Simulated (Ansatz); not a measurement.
Input file for Ansatz (a first-principles code):

Ansatz 0.2 input:
```yaml
crystal:
  lattice:
    - [0.0, 2.2763307475, 2.2763307475]
    - [2.2763307475, 0.0, 2.2763307475]
    - [2.2763307475, 2.2763307475, 0.0]
  atoms:
    - { symbol: Zr, position: [0.5, 0.5, 0.5] }
    - { symbol: N, position: [0.0, 0.0, 0.0] }
kpoints:
  mp_grid: { grid: [32, 32, 32] }
hamiltonian:
  xc: pbesol
  pseudopotentials: { azcp: { folder: ./paw }, kind: paw }
scf:
  occupations: { method: fermi_dirac, width: 0.1 }
elastic: { mode: relaxed_ion, stencil: two_point, amplitude: 0.005, f_tol: 0.0005 }
```

Output (shortened):

```
Pseudopotential: Zr, paw, valence charge 12
Pseudopotential: N, paw, valence charge 5
Functional definition: PBEsol
Crystal: 2 atoms, lattice volume = 23.590 Å³
Basis set: ecut = 420 eV, 459 PW (Γ), exchange–correlation on 48×48×48 points (8 copies of the dense FFT grid, shifted against one another)
Bands: 13, of which v1, the nominal top of the filled ones, is band 9 counted from 1 (8 counted from 0)
Symmetry: 48 space group operations
Space group: Fm-3m (ITA 225), of the structure as read, at distance tolerance 2.9e-5 Å
k-points: 897 of 32768
SCF iter   1: F=—  HF=-4511.067750 eV  |F-HF|=—  |Δ(HF+E_count)|=         —  Δρ=3.93e-2  dr2=4.14e-1  ethr=3.10e-3  ⟨swp⟩=5.0  Hψ=57607  notcnv=0
preconditioner: auto → none
SCF iter   2: F=—  HF=-4511.046319 eV  |F-HF|=—  |Δ(HF+E_count)|=   2.14e-2  Δρ=2.72e-2  dr2=2.14e-1  ethr=2.43e-3  ⟨swp⟩=1.0  Hψ=18837  notcnv=0
SCF iter   3: F=—  HF=-4511.005845 eV  |F-HF|=—  |Δ(HF+E_count)|=   4.05e-2  Δρ=1.77e-3  dr2=3.21e-4  ethr=1.26e-3  ⟨swp⟩=2.0  Hψ=18645  notcnv=0
SCF iter   4: F=—  HF=-4511.006192 eV  |F-HF|=—  |Δ(HF+E_count)|=   3.47e-4  Δρ=4.27e-4  dr2=4.64e-5  ethr=1.89e-6  ⟨swp⟩=2.0  Hψ=18035  notcnv=0
SCF iter   5: F=—  HF=-4511.006186 eV  |F-HF|=—  |Δ(HF+E_count)|=   5.16e-6  Δρ=4.67e-5  dr2=2.14e-7  ethr=2.73e-7  ⟨swp⟩=2.1  Hψ=14379  notcnv=0
SCF iter   6: F=—  HF=-4511.006187 eV  |F-HF|=—  |Δ(HF+E_count)|=   1.83e-7  Δρ=1.29e-5  dr2=1.03e-8  ethr=1.26e-9  ⟨swp⟩=2.0  Hψ=19475  notcnv=0
SCF iter   7: F=—  HF=-4511.006187 eV  |F-HF|=—  |Δ(HF+E_count)|=   3.22e-9  Δρ=1.54e-6  dr2=1.16e-10  ethr=6.04e-11  ⟨swp⟩=2.9  Hψ=19607  notcnv=0
SCF iter   8: F=—  HF=-4511.006187 eV  |F-HF|=—  |Δ(HF+E_count)|=  7.09e-11  Δρ=8.09e-8  dr2=4.74e-13  ethr=6.85e-13 (applied; sched 1.00e-12)  ⟨swp⟩=2.6  Hψ=18889  notcnv=0
SCF iter   9: F=-4511.006187 eV  HF=-4511.006187 eV  |F-HF|=0.00e0  |Δ(HF+E_count)|=  9.09e-13  Δρ=5.43e-9  dr2=2.44e-15  ethr=1.00e-12  ⟨swp⟩=4.0  Hψ=38512  notcnv=0
the search or the solves at the SCF's close seem to have found levels that the self-consistency loop had missed (the run counts 4) …
SCF 1 converged in 9 iterations: F = -4511.006187 eV  dr2 = 2.44e-15
Crystal: 2 atoms, lattice volume = 23.472 Å³
Symmetry: 16 space group operations
k-points: 2393 of 32768
iter 1 solved again at ethr=1.56e-6 eV; its pass at ethr=3.10e-3 eV (dr2=2.65e-4 eV) is discarded
SCF iter   1: F=—  HF=-4511.005145 eV  |F-HF|=—  |Δ(HF+E_count)|=         —  Δρ=1.31e-3  dr2=3.19e-4  ethr=1.56e-6  ⟨swp⟩=2.0  Hψ=191998  notcnv=0  defer=6
preconditioner: auto → none
SCF iter   2: F=—  HF=-4511.005046 eV  |F-HF|=—  |Δ(HF+E_count)|=   9.96e-5  Δρ=4.28e-4  dr2=3.07e-5  ethr=1.56e-6  ⟨swp⟩=2.7  Hψ=42355  notcnv=0  defer=6
SCF iter   3: F=—  HF=-4511.005035 eV  |F-HF|=—  |Δ(HF+E_count)|=   1.04e-5  Δρ=5.10e-5  dr2=2.59e-7  ethr=1.81e-7  ⟨swp⟩=2.3  Hψ=41812  notcnv=0  defer=6
SCF iter   4: F=—  HF=-4511.005034 eV  |F-HF|=—  |Δ(HF+E_count)|=   8.08e-7  Δρ=8.73e-6  dr2=9.10e-9  ethr=1.52e-9  ⟨swp⟩=2.3  Hψ=50074  notcnv=0  defer=6
SCF iter   5: F=—  HF=-4511.005034 eV  |F-HF|=—  |Δ(HF+E_count)|=  6.17e-10  Δρ=1.28e-6  dr2=1.40e-10  ethr=5.35e-11  ⟨swp⟩=2.6  Hψ=50872  notcnv=0  defer=6
SCF iter   6: F=—  HF=-4511.005034 eV  |F-HF|=—  |Δ(HF+E_count)|=  3.00e-11  Δρ=9.83e-8  dr2=1.25e-12  ethr=8.23e-13 (applied; sched 1.00e-12)  ⟨swp⟩=1.8  Hψ=46619  notcnv=0  defer=6
SCF iter   7: F=-4511.005034 eV  HF=-4511.005034 eV  |F-HF|=9.09e-13  |Δ(HF+E_count)|=  9.09e-13  Δρ=1.49e-8  dr2=1.35e-14  ethr=1.00e-12  ⟨swp⟩=4.2  Hψ=97151  notcnv=0
SCF 2 converged in 7 iterations: F = -4511.005034 eV  dr2 = 1.35e-14
Crystal: 2 atoms, lattice volume = 23.708 Å³
iter 1 solved again at ethr=1.32e-9 eV; its pass at ethr=3.10e-3 eV (dr2=2.24e-7 eV) is discarded
SCF iter   1: F=—  HF=-4511.005200 eV  |F-HF|=—  |Δ(HF+E_count)|=         —  Δρ=4.93e-5  dr2=2.60e-7  ethr=1.32e-9  ⟨swp⟩=2.4  Hψ=189135  notcnv=0  defer=8
preconditioner: auto → none
SCF iter   2: F=—  HF=-4511.005200 eV  |F-HF|=—  |Δ(HF+E_count)|=   1.89e-7  Δρ=2.03e-5  dr2=2.33e-8  ethr=1.32e-9  ⟨swp⟩=2.3  Hψ=39400  notcnv=0  defer=8
SCF iter   3: F=—  HF=-4511.005200 eV  |F-HF|=—  |Δ(HF+E_count)|=   4.35e-8  Δρ=4.74e-6  dr2=4.97e-10  ethr=1.37e-10  ⟨swp⟩=2.2  Hψ=37498  notcnv=0  defer=8
SCF iter   4: F=—  HF=-4511.005200 eV  |F-HF|=—  |Δ(HF+E_count)|=   3.28e-9  Δρ=7.69e-7  dr2=1.35e-11  ethr=2.92e-12  ⟨swp⟩=2.4  Hψ=45631  notcnv=0  defer=8
SCF iter   5: F=—  HF=-4511.005200 eV  |F-HF|=—  |Δ(HF+E_count)|=  9.00e-11  Δρ=5.66e-8  dr2=1.81e-13  ethr=7.95e-14 (applied; sched 1.00e-12)  ⟨swp⟩=2.5  Hψ=51445  notcnv=0  defer=9
SCF iter   6: F=-4511.005200 eV  HF=-4511.005200 eV  |F-HF|=0.00e0  |Δ(HF+E_count)|=  9.09e-13  Δρ=5.95e-9  dr2=2.83e-15  ethr=1.00e-12  ⟨swp⟩=3.6  Hψ=86250  notcnv=0
SCF 3 converged in 6 iterations: F = -4511.005200 eV  dr2 = 2.83e-15
Crystal: 2 atoms, lattice volume = 23.590 Å³
Symmetry: 8 space group operations
k-points: 4505 of 32768
iter 1 solved again at ethr=4.09e-8 eV; its pass at ethr=3.10e-3 eV (dr2=6.96e-6 eV) is discarded
SCF iter   1: F=—  HF=-4511.005963 eV  |F-HF|=—  |Δ(HF+E_count)|=         —  Δρ=2.52e-4  dr2=1.18e-5  ethr=4.09e-8  ⟨swp⟩=3.1  Hψ=390411  notcnv=0  defer=17
preconditioner: auto → none
SCF iter   2: F=—  HF=-4511.005959 eV  |F-HF|=—  |Δ(HF+E_count)|=   4.43e-6  Δρ=9.82e-5  dr2=1.13e-6  ethr=4.09e-8  ⟨swp⟩=2.5  Hψ=96044  notcnv=0  defer=17
SCF iter   3: F=—  HF=-4511.005959 eV  |F-HF|=—  |Δ(HF+E_count)|=   4.76e-7  Δρ=1.96e-5  dr2=1.84e-8  ethr=6.66e-9  ⟨swp⟩=2.6  Hψ=93505  notcnv=0  defer=17
SCF iter   4: F=—  HF=-4511.005959 eV  |F-HF|=—  |Δ(HF+E_count)|=   1.01e-8  Δρ=5.06e-7  dr2=2.13e-11  ethr=1.08e-10  ⟨swp⟩=1.1  Hψ=60161  notcnv=0  defer=17
SCF iter   5: F=—  HF=-4511.005959 eV  |F-HF|=—  |Δ(HF+E_count)|=  1.46e-11  Δρ=5.83e-8  dr2=2.92e-13  ethr=1.25e-13 (applied; sched 1.00e-12)  ⟨swp⟩=2.0  Hψ=98264  notcnv=0  defer=19
SCF iter   6: F=-4511.005959 eV  HF=-4511.005959 eV  |F-HF|=9.09e-13  |Δ(HF+E_count)|=  9.09e-13  Δρ=8.64e-9  dr2=8.22e-15  ethr=1.00e-12  ⟨swp⟩=4.0  Hψ=191640  notcnv=0
SCF 4 converged in 6 iterations: F = -4511.005959 eV  dr2 = 8.22e-15
Crystal: 2 atoms, lattice volume = 23.590 Å³
iter 1 solved again at ethr=6.22e-11 eV; its pass at ethr=3.10e-3 eV (dr2=1.06e-8 eV) is discarded
SCF iter   1: F=—  HF=-4511.005959 eV  |F-HF|=—  |Δ(HF+E_count)|=         —  Δρ=2.64e-5  dr2=1.03e-8  ethr=6.22e-11  ⟨swp⟩=2.8  Hψ=370790  notcnv=0  defer=16
preconditioner: auto → none
SCF iter   2: F=—  HF=-4511.005959 eV  |F-HF|=—  |Δ(HF+E_count)|=   2.77e-7  Δρ=1.31e-5  dr2=2.00e-9  ethr=6.06e-11  ⟨swp⟩=1.0  Hψ=58546  notcnv=0  defer=16
SCF iter   3: F=—  HF=-4511.005959 eV  |F-HF|=—  |Δ(HF+E_count)|=   2.82e-8  Δρ=1.09e-6  dr2=1.34e-11  ethr=1.18e-11  ⟨swp⟩=1.0  Hψ=58546  notcnv=0  defer=16
SCF iter   4: F=—  HF=-4511.005959 eV  |F-HF|=—  |Δ(HF+E_count)|=  1.92e-10  Δρ=5.07e-8  dr2=1.01e-13  ethr=7.86e-14 (applied; sched 1.00e-12)  ⟨swp⟩=2.5  Hψ=96891  notcnv=0  defer=19
SCF iter   5: F=-4511.005959 eV  HF=-4511.005959 eV  |F-HF|=9.09e-13  |Δ(HF+E_count)|=  9.09e-13  Δρ=8.52e-9  dr2=4.00e-15  ethr=1.00e-12  ⟨swp⟩=4.0  Hψ=184983  notcnv=0
SCF 5 converged in 5 iterations: F = -4511.005959 eV  dr2 = 4.00e-15
SCF converged after 9 iterations
Free energy (F): -4511.006187 eV
Harris-Foulkes:  -4511.006187 eV  (|F-HF|=0.00e0)
Internal energy: -4510.984983 eV  (E = F + TS)
E sigma→0 (E₀):  -4510.995585 eV
Entropy (-TS):   -0.021204 eV (-10.602 meV/atom)
Fermi energy:    17.891017 eV
--- Per-component energies (eV) ---
  E_band       = -21.336092
  E_kinetic    = 448.199685
  E_local      = -575.578408  (includes V_loc(G=0)·N_el)
  E_nonlocal   = 110.168444
  E_hartree    = 185.880311
  E_xc         = -214.995520
  E_vxc        = -260.628754  (∫ρ·V_xc dr)
  E_paw        = -3032.674552  (= ΣΔE_a)
  E_vpaw       = -115.258506  (= ΣTr[D̂ρ^β])
  E_aug_tail   = 0.000824  (compensation charges beyond the density's cutoff)
  E_ewald      = -1432.179586
  E_core_change = 0.193820  (= ΣΔE_core)
  E_smearing   = -0.021204  (= −TS)
  E_closure    = 0.000000  (closes the sum)
  Σ components = -4511.006187   (vs F -4511.006187, Δ=0.00e0)
  [band-id]    e_kinetic+e_local+e_nonlocal+2·e_hartree+e_vxc+e_vpaw+e_augmentation_tail = -21.336093   (vs E_band -21.336092, Δ=-8.99e-7)
--- Forces (eV/Å), atoms counted from 1 ---
  atom   1  Zr     0.00000000     0.00000000     0.00000000
  atom   2  N      0.00000000     0.00000000     0.00000000
  max |Σ_I F_I| component: 0.0 eV/Å
--- Stress (GPa, compression-positive) ---
        0.082423       0.000000       0.000000
        0.000000       0.082423       0.000000
        0.000000       0.000000       0.082423
  P = ⅓ Tr σ = 0.0824 GPa (0.824 kbar)
--- Band table (eV; the first three rows and the last of 897) ---
  k-point 0: bands = ["-31.4957", "-9.1226", "-9.1226", "-9.1226", "1.5872", "15.2337", "15.2337", "15.2337", "17.4639", "17.4639", "17.4639", "19.5123", "19.5123"]
  k-point 1: bands = ["-31.4942", "-9.1365", "-9.1236", "-9.1236", "1.6089", "15.1377", "15.1676", "15.1676", "17.4972", "17.4972", "17.5013", "19.5922", "19.5922"]
  k-point 2: bands = ["-31.4898", "-9.1776", "-9.1265", "-9.1265", "1.6733", "14.8766", "14.9869", "14.9869", "17.5906", "17.5906", "17.5947", "19.8200", "19.8200"]
  k-point 896: bands = ["-31.2857", "-9.8310", "-9.8310", "-9.5852", "2.7671", "12.3748", "13.1292", "13.1292", "18.9417", "18.9417", "22.6265", "22.7395", "24.0116"]
--- Elastic constants: 2 strain directions × 2 members + reference (group order 48) ---
  dense FFT box of the reference and of every strained cell: 24×24×24
  strains applied: 11, 23; error gains: componentwise 1.00 (the most a stress slope's error grows in a printed constant), spectral 1.73 (1 for all six strains …
  C = ∂σ_k/∂η_j (tension-positive GPa; Voigt order 11 22 33 23 13 12):
       582.786    111.633    111.633      0.000      0.000      0.000
       111.633    582.786    111.633      0.000      0.000      0.000
       111.633    111.633    582.786      0.000      0.000      0.000
         0.000      0.000      0.000    125.005      0.000      0.000
         0.000      0.000      0.000      0.000    125.005      0.000
         0.000      0.000      0.000      0.000      0.000    125.005
  reference stress σ⁰ (GPa):     -0.082     -0.082     -0.082      0.000      0.000      0.000
  C* (energy form; C + prestress term) asymmetry max|C*_kj − C*_jk| = 4.263e-14 GPa — a small one proves nothing (zero by symmetry where the batch's group is …
  moduli (Voigt/Reuss/Hill, GPa): K = 268.68/268.68/268.68   G = 169.23/153.90/161.57   E = 403.77   ν = 0.250
  mechanically stable: yes (min eigenvalue of sym C = 125.01 GPa)
  where every solve meets its electron count the energy-path curvature estimates C_jj along a normal strain and C_jj − ¼(σ⁰_aa + σ⁰_bb) along a shear (ab), of …
  strain η (Voigt 11):  stress-route row diagonal C_11 = 582.79 GPa, energy-path curvature d²(F+E_count+ΔE)/dδ²/Ω₀ = 582.66 GPa
         δ    σ_11 (GPa)             F (eV)   n_scf  n_hpsi   n_pw
    -5.000e-3      -3.0828       -4511.0050343       7  549811    473   relax 0 steps, max|allowed force component| 0.0 eV/Å
     5.000e-3       2.7450       -4511.0051999       6  478343    483   relax 0 steps, max|allowed force component| 0.0 eV/Å
  strain η (Voigt 23):  stress-route row diagonal C_44 = 125.01 GPa, energy-path curvature d²(F+E_count+ΔE)/dδ²/Ω₀ = 125.05 GPa
         δ    σ_23 (GPa)             F (eV)   n_scf  n_hpsi   n_pw
    -5.000e-3      -0.6250       -4511.0059585       6  984511    479   relax 0 steps, max|allowed force component| 0.0 eV/Å
     5.000e-3       0.6250       -4511.0059585       5  824232    479   relax 0 steps, max|allowed force component| 0.0 eV/Å
```

Cost: roughly 3 core-minutes on shared cores.

The cell was relaxed with PBEsol under the symmetry of its start. No spin polarisation was allowed. As this level gives no gap, shear constants depend on the k-mesh and smearing (Fermi–Dirac, 0.1 eV here). Scalar-relativistic: spin–orbit coupling is off unless named, which matters more the heavier the elements.

Potentials: the earlier of the program's two PAW sets. The files were generated under PBE; for other functionals the program regenerates the frozen cores, and for LDA and PBEsol the local potential too.

Ansatz is a plane-wave DFT program.
